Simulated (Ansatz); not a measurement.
Si (diamond)

```
Si
1.0
    0.00000     2.73494     2.73494
    2.73494     0.00000     2.73494
    2.73494     2.73494     0.00000
Si
2
Direct
  0.50000   0.50000   0.50000
  0.75000   0.75000   0.75000
```

In this cell atom 2 (Si, nearest neighbour Si at 2.369 Å; its periodic images, 3.9 Å or more away, move with it) is moved by s along Cartesian x, unit vector (1.000, 0.000, 0.000); all other atoms and the cell stay fixed.

These are PBE (plane waves to 420 eV, PAW, scalar-relativistic; Ansatz, a quantum-chemistry and plane-wave program) values and carry that method's errors. k mesh 8×8×8 (Γ-centred), Fermi-Dirac smearing 0.05 eV. E stands for the smeared free energy. As the smearing reaches across the gap at some points, energies and forces of such displacements shift with the k mesh and the smearing. Si was relaxed with its symmetry unable to fall. The PAW data are Ansatz's earlier set. ΔE is measured from the undisplaced structure.

The scan covers s from -0.710 to 0.710 Å in 11 points.

Problem. Is this a single well or a double well?

Solution. A single well with its minimum at or next to zero displacement.

Problem. Is the energy the same for equal positive and negative displacements?

Solution. Even: the same for both signs. With its periodic images moving along, the atom's site symmetry in this cell is -43m.

Problem. What is the energy change at s = 0.710 Å?

Solution. 2448 meV/cell.

Problem. What force acts on the atom along the line at s = -0.710 Å?

Solution. 5.11 eV/Å.

Problem. What is the force constant k = d²E/ds² of this move at s = 0?

Solution. 13.0 eV/Å².

(For displaced atoms, the force is minus the slope of the energy, and its curvature is a force constant, which sets phonon frequencies.)
